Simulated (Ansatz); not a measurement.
CuAu3, first-principles data

CuAu3:
```cif
data_Au3Cu
_chemical_formula_sum 'Cu1 Au3'
_space_group_name_H-M_alt 'Pm-3m'
_space_group_IT_number 221
_space_group_name_Hall '-P 4 2 3'
_cell_length_a 3.97419
_cell_length_b 3.97419
_cell_length_c 3.97419
_cell_angle_alpha 90.000
_cell_angle_beta 90.000
_cell_angle_gamma 90.000
loop_
_atom_site_label
_atom_site_type_symbol
_atom_site_symmetry_multiplicity
_atom_site_Wyckoff_symbol
_atom_site_fract_x
_atom_site_fract_y
_atom_site_fract_z
_atom_site_occupancy
Cu1 Cu 1 a 0.00000 0.00000 0.00000 1
Au1 Au 3 c 0.00000 0.50000 0.50000 1
```

Space group Pm-3m (No. 221), Cu3Au type; conventional cell a = 3.9742 Å, b = 3.9742 Å, c = 3.9742 Å, α = 90.00°, β = 90.00°, γ = 90.00°.

Method: DFT-PBEsol in the program Ansatz with PAW potentials. Geometry: relaxed at this level of theory. Other levels are named where they apply.

Cell and energy:

| Item | Result |
|---|---|
| Volume per atom | 15.69 Å³ |
| Density | 17.31 g/cm³ |
| Formation energy from the elements (no fitted shifts) | -0.022 eV/atom |

Electronic structure:

| Property | Value |
|---|---|
| Electronic character | metallic (no gap) |
| Density of states at the Fermi level | 0.26 states/eV per atom (mean over ±0.08 eV) |
| Gap with spin–orbit coupling | none (metallic) |

Mechanics:

| Quantity | Result |
|---|---|
| Bulk modulus (Birch–Murnaghan fit) | 171 GPa |
| Pressure derivative B′ | 5.7 |
| Elastic constants (relaxed ions, GPa) | C11 = 202, C12 = 158, C44 = 46.1 |
| Mechanical stability | stable (all eigenvalues of C positive) |
| Hill bulk and shear moduli | 173 and 34.1 GPa |
| Young's modulus | 95.9 GPa |
| Poisson's ratio | 0.41 |
| Debye temperature from the elastic constants | 189 K |

Phonons:

| Quantity | Value |
|---|---|
| Highest zone-centre frequency | 168 cm⁻¹ |
| Zone-centre stability | no imaginary mode at Γ |

The workflow started from a Materials Project entry (that database holds measured and hypothetical structures alike); the Crystallography Open Database files this formula in space group No. 221, but the cells were not matched. Its standing as an ambient phase is unchecked. The PBEsol relaxation kept the symmetry of its start. The run is not spin-polarised. As this level gives no gap, shear constants depend on the k-mesh and smearing (Fermi–Dirac, 0.1 eV here). As this level gives no gap, phonon frequencies hold no LO–TO term and depend on the k-mesh and smearing (Fermi–Dirac, 0.1 eV here). The references are the lowest solids computed at this level, not always the standard phases. Scalar-relativistic: spin–orbit coupling is off unless named, which matters more the heavier the elements.

Potentials: the later of the program's two PAW sets.
